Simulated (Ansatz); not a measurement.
TiAl:
```xyz
2
Lattice="3.1715 0.0000 0.0000 0.0000 3.1715 0.0000 0.0000 0.0000 3.1715" Properties=species:S:1:pos:R:3 pbc="T T T"
Ti     0.0000     0.0000     0.0000
Al     1.5858     1.5858     1.5858
```

This is the r²SCAN-relaxed structure.

Question: All from r²SCAN in the plane-wave PAW code Ansatz, unless another level is named. Give the density of states at the Fermi level.

Answer: 1.1 states/eV per atom (mean over ±0.08 eV).

Question: Predict the formation energy from the elements (no fitted shifts).

Answer: -0.31 eV/atom.

Space group Pm-3m (CsCl type). The workflow started from a Materials Project entry (that database holds measured and hypothetical structures alike); the Crystallography Open Database copy checked does not list it. It is not the phase usual at ambient conditions (space group No. 123). The r²SCAN relaxation kept the symmetry of its start; whether a distortion lowers the energy is not shown. No spin polarisation was allowed. The references are the lowest solids computed at this level, not always the standard phases.

Potentials: the later of the program's two PAW sets.
